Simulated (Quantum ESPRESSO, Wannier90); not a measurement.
## TiS (P-6m2), plane waves to Wannier functions

Cell from Materials Project (mp-1018028), symmetrised, no further relaxation. Not found in the COD (Crystallography Open Database) copy used, which has the formula in other groups; not checked further. Method: PBEsol plane waves in Quantum ESPRESSO 7.5 (PseudoDojo norm-conserving files, 68 Ry, no spin polarisation, no spin-orbit coupling), Bloch states on a 12×12×10 mesh through Γ, Wannier90 4.0.1. Density: 12×12×10 mesh, cold smearing 0.01 Ry. A non-magnetic state is assumed, with no Hubbard U on the 3d ions.

```
begin unit_cell_cart
ang
    3.2671699054    0.0000000000    0.0000000000
   -1.6335849527    2.8294521366    0.0000000000
    0.0000000000    0.0000000000    3.2170600000
end unit_cell_cart
mp_grid = 12 12 10
```

Neighbour vectors b of the finite-difference formula (Å⁻¹), by shell:

```csv
shell,b_x,b_y,b_z
1,0.00000,0.18505,0.00000
1,0.16026,0.09253,0.00000
1,0.00000,-0.18505,0.00000
1,0.16026,-0.09253,0.00000
1,-0.16026,-0.09253,0.00000
1,-0.16026,0.09253,0.00000
2,0.00000,0.00000,0.19531
2,0.00000,0.00000,-0.19531
```

Q: Find the weights w_b from the completeness condition Σ_b w_b b_α b_β = δ_αβ.

A: Shell 1: Σ b_x² = 0.103, Σ b_y² = 0.103, Σ b_z² = 0.000 Å⁻²
Shell 2: Σ b_x² = 0.000, Σ b_y² = 0.000, Σ b_z² = 0.076 Å⁻²
Each of the three diagonal sums, weighted, has to give 1 and the off-diagonal ones 0, which holds for w_1 = 9.73 Å², w_2 = 13.1 Å². Check on xx: 9.73×0.103 + 13.11×0.000 = 1.00.

On this mesh the 3 functions of bands 6-8 (bands 6-8; start: atomic waves S 3p, conv_tol = 1.0e-6) end with spreads 2.5039, 2.5281, 2.5304 Å², Ω_I = 7.3774 Å² and Ω_D = 0.0217 Å².

Ω_total is the sum of the spreads, 7.562 Å². Ω_OD = Ω_total − Ω_I − Ω_D = 0.163 Å². Only (Ω_D + Ω_OD)/Ω_total = 2.4 % depends on the gauge, and another start could lower the total by that share at most. The rms radius is √(Ω_total/3) = 1.59 Å.
